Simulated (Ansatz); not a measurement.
HgTe (zinc blende, F-43m), a = b = c = 6.6507 Å, α = β = γ = 90.00°; the cell used has 2 atoms.

Relaxed with PBE.

Which orbitals make up the states near the Fermi level in DFT-PBE in the program Ansatz with PAW potentials?

Within 0.5 eV of the Fermi level: Te 5p 87 %, Hg 5d 8 %. Projections are on Löwdin-orthogonalised atomic valence shells; empty p or d shells of many metals are not among them.

Tabulate the density of states.

States/eV per cell of 2 atoms, in 0.25 eV bins, energy from the Fermi level.

```csv
E (eV),total,Hg 5d,Te 5p,Hg 6s
-7.85,0.00,0.00,0.00,0.00
-7.60,0.00,0.00,0.00,0.00
-7.35,0.00,0.00,0.00,0.00
-7.10,0.00,0.00,0.00,0.00
-6.85,15.07,13.87,1.08,0.09
-6.60,14.06,13.57,0.35,0.11
-6.35,7.94,7.59,0.11,0.14
-6.10,2.93,2.57,0.06,0.10
-5.85,0.00,0.00,0.00,0.00
-5.60,0.00,0.00,0.00,0.00
-5.35,0.00,0.00,0.00,0.00
-5.10,0.60,0.04,0.24,0.31
-4.85,2.81,0.20,1.24,1.23
-4.60,1.24,0.13,0.52,0.49
-4.35,0.82,0.10,0.33,0.30
-4.10,0.60,0.07,0.24,0.22
-3.85,0.46,0.06,0.18,0.16
-3.60,0.36,0.04,0.14,0.13
-3.35,0.29,0.03,0.11,0.10
-3.10,0.22,0.02,0.08,0.08
-2.85,0.18,0.02,0.07,0.06
-2.60,0.33,0.02,0.22,0.05
-2.35,2.01,0.11,1.74,0.06
-2.10,1.82,0.10,1.57,0.06
-1.85,2.34,0.12,2.04,0.05
-1.60,2.24,0.13,1.95,0.04
-1.35,2.16,0.13,1.88,0.03
-1.10,2.08,0.13,1.82,0.02
-0.85,1.74,0.12,1.53,0.01
-0.60,0.97,0.07,0.85,0.01
-0.35,0.57,0.04,0.50,0.00
-0.10,0.17,0.01,0.15,0.00
0.15,0.01,0.00,0.01,0.00
0.40,0.04,0.00,0.02,0.01
0.65,0.10,0.00,0.05,0.03
0.90,0.45,0.01,0.20,0.18
1.15,0.60,0.01,0.27,0.24
1.40,0.75,0.01,0.35,0.30
1.65,0.91,0.01,0.43,0.36
1.90,1.48,0.01,0.72,0.57
2.15,2.16,0.02,1.02,0.82
2.40,1.05,0.01,0.51,0.41
2.65,0.46,0.00,0.23,0.18
2.90,0.26,0.00,0.02,0.02
3.15,0.44,0.00,0.01,0.01
3.40,0.56,0.00,0.01,0.01
3.65,0.69,0.00,0.02,0.02
3.90,0.86,0.00,0.03,0.02
4.15,1.16,0.00,0.05,0.02
4.40,1.51,0.00,0.07,0.03
4.65,2.24,0.00,0.09,0.03
```

The PBE relaxation kept the symmetry of its start. Scalar-relativistic: spin–orbit coupling is off unless named, which matters more the heavier the elements.

Potentials: the later of the program's two PAW sets.
